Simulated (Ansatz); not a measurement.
Does relaxation matter for the field gradients of GaN with carbon replacing N?

Start: a supercell of GaN (wurtzite type, P6_3mc) built from a COD entry (the entry's cell lengths or inner coordinates differ somewhat from later room-temperature determinations), with all atoms left at the host's positions.

```
Ga C N
1.0
     6.36000    0.00000    0.00000
    -4.77000    8.26188    0.00000
     0.00000    0.00000   10.33200
Ga C N
24 1 23
Cartesian
  0.0000 1.8360 0.0000
  0.0000 1.8360 5.1660
  -1.5900 4.5899 0.0000
  -1.5900 4.5899 5.1660
  -3.1800 7.3439 0.0000
  -3.1800 7.3439 5.1660
  3.1800 1.8360 0.0000
  3.1800 1.8360 5.1660
  1.5900 4.5899 0.0000
  1.5900 4.5899 5.1660
  0.0000 7.3439 0.0000
  0.0000 7.3439 5.1660
  1.5900 0.9180 2.5830
  1.5900 0.9180 7.7490
  0.0000 3.6719 2.5830
  0.0000 3.6719 7.7490
  -1.5900 6.4259 2.5830
  -1.5900 6.4259 7.7490
  4.7700 0.9180 2.5830
  4.7700 0.9180 7.7490
  3.1800 3.6719 2.5830
  3.1800 3.6719 7.7490
  1.5900 6.4259 2.5830
  1.5900 6.4259 7.7490
  0.0000 1.8360 1.9373
  0.0000 1.8360 7.1033
  -1.5900 4.5899 1.9373
  -1.5900 4.5899 7.1033
  -3.1800 7.3439 1.9373
  -3.1800 7.3439 7.1033
  3.1800 1.8360 1.9373
  3.1800 1.8360 7.1033
  1.5900 4.5899 1.9373
  1.5900 4.5899 7.1033
  0.0000 7.3439 1.9373
  0.0000 7.3439 7.1033
  1.5900 0.9180 4.5203
  1.5900 0.9180 9.6863
  0.0000 3.6719 4.5203
  0.0000 3.6719 9.6863
  -1.5900 6.4259 4.5203
  -1.5900 6.4259 9.6863
  4.7700 0.9180 4.5203
  4.7700 0.9180 9.6863
  3.1800 3.6719 4.5203
  3.1800 3.6719 9.6863
  1.5900 6.4259 4.5203
  1.5900 6.4259 9.6863
```

Atom numbers follow the list; atoms alike are taken as one site, whose name carries the number of the first.

Computed with Ansatz: DFT, PBE, plane waves and PAW, scalar-relativistic, 420 eV cutoff, Γ-centred 4×3×2 k-points, Fermi–Dirac smearing 0.01 eV, cell charge -1.

The largest force at the start is 1.1 eV/Å. Relaxing the ions at fixed cell moves them by 0.035 Å at most (atom 2, Ga) and 0.019 Å rms.

| site | atom | moved (Å) | first shell before | first shell after | V_zz before (10²¹ V/m²) | η before |
| --- | --- | --- | --- | --- | --- | --- |
| Ga1 | 1 | 0.023 | 1 C at 1.94 Å, 3 N at 1.95 Å | 1 C at 1.92 Å, 3 N at 1.97 Å | -7.96 | 0.01 |
| Ga2 | 2 | 0.035 | 4 N at 1.94–1.95 Å | 4 N at 1.94–1.96 Å | 0.25 | 0.32 |
| Ga4 | 4 | 0.008 | 4 N at 1.94–1.95 Å | 4 N at 1.93–1.95 Å | -0.49 | 0.21 |
| Ga8 | 8 | 0.008 | 4 N at 1.94–1.95 Å | 4 N at 1.93–1.95 Å | -0.41 | 0.96 |
| Ga10 | 10 | 0.012 | 4 N at 1.94–1.95 Å | 4 N at 1.93–1.95 Å | -0.50 | 0.23 |
| Ga13 | 13 | 0.028 | 3 N at 1.94–1.95 Å, 1 C at 1.95 Å | 1 C at 1.91 Å, 3 N at 1.94–1.98 Å | -7.30 | 0.15 |
| Ga15 | 15 | 0.025 | 3 N at 1.94–1.95 Å, 1 C at 1.95 Å | 1 C at 1.92 Å, 3 N at 1.96–1.98 Å | -7.48 | 0.03 |
| Ga16 | 16 | 0.018 | 4 N at 1.94–1.95 Å | 4 N at 1.93–1.95 Å | -1.18 | 0.15 |
| Ga18 | 18 | 0.005 | 4 N at 1.94–1.95 Å | 4 N at 1.94 Å | -0.50 | 0.10 |
| Ga19 | 19 | 0.028 | 3 N at 1.94–1.95 Å, 1 C at 1.95 Å | 1 C at 1.92 Å, 3 N at 1.95–1.98 Å | -7.32 | 0.16 |
| Ga21 | 21 | 0.027 | 4 N at 1.94–1.95 Å | 4 N at 1.94–1.96 Å | -0.60 | 0.89 |
| Ga23 | 23 | 0.022 | 4 N at 1.94–1.95 Å | 4 N at 1.93–1.96 Å | 0.58 | 0.57 |
| C | 25 | 0.011 | 4 Ga at 1.94–1.95 Å | 4 Ga at 1.91–1.92 Å | -0.23 | 0.80 |
| N31 | 31 | 0.018 | 4 Ga at 1.94–1.95 Å | 4 Ga at 1.94–1.95 Å | -1.72 | 0.16 |
| N39 | 39 | 0.035 | 4 Ga at 1.94–1.95 Å | 4 Ga at 1.93–1.98 Å | -0.73 | 0.19 |
| N48 | 48 | 0.011 | 4 Ga at 1.94–1.95 Å | 4 Ga at 1.94–1.95 Å | 0.15 | 0.85 |

Q: What are V_zz and η after the relaxation?

A: 

```tsv
site	atom	V_zz after	η after	change of V_zz
Ga1	1	-8.72	0.02	-0.76
Ga2	2	1.85	0.10	+1.60
Ga4	4	-1.04	0.98	-0.55
Ga8	8	1.21	0.64	–
Ga10	10	-1.09	0.97	-0.59
Ga13	13	-8.87	0.25	-1.57
Ga15	15	-8.99	0.14	-1.51
Ga16	16	-0.84	0.10	+0.34
Ga18	18	-0.16	0.90	+0.34
Ga19	19	-8.88	0.25	-1.56
Ga21	21	1.70	0.83	–
Ga23	23	1.71	0.15	+1.13
C	25	-0.27	0.91	-0.04
N31	31	-1.35	0.29	+0.37
N39	39	-0.70	0.20	+0.03
N48	48	0.16	0.15	+0.01
```

The largest change of V_zz along a kept axis is on Ga2, from 0.25 to 1.85. In per cent, |V_zz| changes by -29 to +197 on Ga, -21 to -4 on N (all sites that start above 0.5, bar those whose gradient vanishes or changes sign or whose main axis turns by over 40°). Where |V_zz| stays above 0.1 and the axes keep their order, η moves most on Ga18, from 0.10 to 0.90. On Ga23, Ga10, Ga4, Ga12, Ga6, N42 (not all in the table) V_xx and V_yy change places (or their axes turn by over 50°), so the two values of η hide a larger change. On Ga21, Ga8, Ga22, Ga24, N46, N36, N30, N28 and 2 more sites (not all in the table) the largest principal value lies along another axis in the second run, so the two V_zz can't be compared directly. The table leaves out 32 of the 48 sites, with |V_zz| up to 1.90; their tensors move by 1.19 at most along any direction. The statements above cover all sites.

The defect repeats with the cell of 48 atoms, so it feels its images: sites between two images don't show the values beside a lone defect, and zeros or small values of η there can come from the images' arrangement. Ga and N carry a gradient in the pure host already, so the values there aren't the defect's effect alone. A uniform background compensates the cell's charge. The cell keeps the host's lattice, where the PBE pressure is 7 GPa (in a charged cell this depends on the convention for the mean potential).
Before: The neighbours have not yet relaxed around the defect (largest force 1.1 eV/Å), so a real crystal will differ.
